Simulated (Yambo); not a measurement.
G0W0@PBEsol for CdS (zinc blende, space group F-43m, No. 216) in Yambo. Reference settings: 4×4×4 Γ-centred k mesh, bands 5 to 118 and a 10 Ry block in the screening, 118 bands in G with the Bruneval-Gonze terminator, plasmon pole fitted at 27.2 eV. The PBEsol gap Γ → Γ on this mesh is 1.01 eV; G0W0 gaps are taken between the same points.

The settings were changed. The gap went from 2.19 eV to 2.15 eV, and the shift of the valence edge from -0.93 eV to -0.83 eV.

What was changed between the two runs?
A) 2×2×2 mesh
B) no terminator
C) 27 bands in W, 27 bands in G, 4 Ry block
D) 27 bands in W, 27 bands in G, 2 Ry block

B, no terminator. The others gave (gap, valence shift): 2×2×2 mesh: 2.06, -0.80 eV; 27 bands in W, 27 bands in G, 2 Ry block: 2.19, -0.37 eV; 27 bands in W, 27 bands in G, 4 Ry block: 2.29, -0.44 eV.

Spin-orbit coupling is not included.

Geometry relaxed with PBEsol; primitive cell a = 4.119 Å, b = 4.119 Å, c = 4.119 Å, α = 60.00°, β = 60.00°, γ = 60.00°.

A shift is the quasiparticle energy of the state minus its PBEsol energy.
